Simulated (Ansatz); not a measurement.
The start is a relaxed TiAl3 cell with every coordinate shifted by Gaussian noise of σ = 0.3 Å. A full variable-cell relaxation at zero pressure is run with PBEsol (plane waves to 420 eV, PAW, scalar-relativistic; Ansatz, a quantum-chemistry and plane-wave program). The first steps use a coarse 9×9×12 k-mesh.

The start:
```yaml
crystal:
  lattice:
    - [-1.90816, 1.90816, 4.27529]
    - [1.90816, -1.90816, 4.27529]
    - [1.90816, 1.90816, -4.27529]
  atoms:
    - { symbol: Al, position: [0.34112, 0.47996, 0.75187] }
    - { symbol: Al, position: [0.58576, 0.32235, 0.33692] }
    - { symbol: Al, position: [0.17029, 0.56998, 0.35961] }
    - { symbol: Ti, position: [0.90999, 0.05556, 0.99327] }
```

**Question.** How much energy is released per atom?

**Answer.** About 2.4 eV/atom.

**Question.** Does it find its way back to the structure it was made from?

**Answer.** The parent structure is recovered, I4/mmm (No. 139).

**Question.** How do the shortest distances between atoms change?

**Answer.** The closest pairs of elements (up to four, under 3.6 Å), start → end: Al–Al 1.84 → 2.70 Å; Al–Ti 2.09 → 2.70 Å.

**Question.** What band gap does the relaxed structure have at this level?

**Answer.** Zero (metallic).

It ends as:

```cif
data_Al6Ti2
_chemical_formula_sum 'Al6 Ti2'
_space_group_name_H-M_alt 'I4/mmm'
_space_group_IT_number 139
_space_group_name_Hall '-I 4 2'
_cell_length_a 3.81616
_cell_length_b 3.81616
_cell_length_c 8.55128
_cell_angle_alpha 90.000
_cell_angle_beta 90.000
_cell_angle_gamma 90.000
loop_
_atom_site_label
_atom_site_type_symbol
_atom_site_symmetry_multiplicity
_atom_site_Wyckoff_symbol
_atom_site_fract_x
_atom_site_fract_y
_atom_site_fract_z
_atom_site_occupancy
Al1 Al 2 b 0.00000 0.00000 0.50000 1
Al2 Al 4 d 0.00000 0.50000 0.25000 1
Ti1 Ti 2 a 0.00000 0.00000 0.00000 1
```
(The calculation used a cell of 4 atoms; values per cell refer to that cell.)

Final values are on a 17×17×17 k-mesh of the relaxed cell. The start holds a very short contact (Al–Al 1.84 Å). No spin polarisation in the result.
